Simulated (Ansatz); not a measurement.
**Structure optimisation: iron, beta-Sn type**

The calculation used Ansatz, DFT, r2SCAN, plane waves (500 eV) with PAW, scalar-relativistic. (PAW data from PBE, frozen cores regenerated.)

k-point mesh 14×14×10, Fermi-Dirac smearing 0.1 eV, no spin polarisation. Cell and atoms relax.

Starting structure:

```yaml
crystal:
  lattice:
    - [-2.245591907, 2.245591907, 1.2260931812]
    - [2.245591907, -2.245591907, 1.2260931812]
    - [2.245591907, 2.245591907, -1.2260931812]
  atoms:
    - { symbol: Fe, position: [0.0, 0.0, 0.0] }
    - { symbol: Fe, position: [0.75, 0.25, 0.5] }
hamiltonian:
  xc: r2scan
  pseudopotentials:
    kind: paw
    azcp:
      Fe: "pseudopotentials/Fe.paw.azcp"
basis:
  ecutwfc: 500
  fft_grid_basis: typed
kpoints:
  mp_grid: { grid: [14, 14, 10], shift: [0, 0, 0] }
magnetization:
  spin_polarized: false
scf:
  occupations: { method: fermi_dirac, width: 0.1 }
relax:
  max_steps: 60
  f_tol: 0.01
  cell: {}
output:
  write_density: true
  write_potential: true
  elf: true
  volumetric_format: npy
```

Q: What cell does the relaxation end in?

A: Fddd with a = 2.401 Å, b = 4.240 Å, c = 7.945 Å; 10.11 Å³ per atom against 12.37 at the start (-18.2 %).

The cell has left the beta-Sn structure type; it ends in Fddd.

Q: How much energy does the relaxation gain?

A: 693.3 meV per atom.

The k-point mesh keeps fewer symmetry operations than the starting structure has, so the cell can leave it.

Spin polarisation is off here; a magnetic state may lie lower.
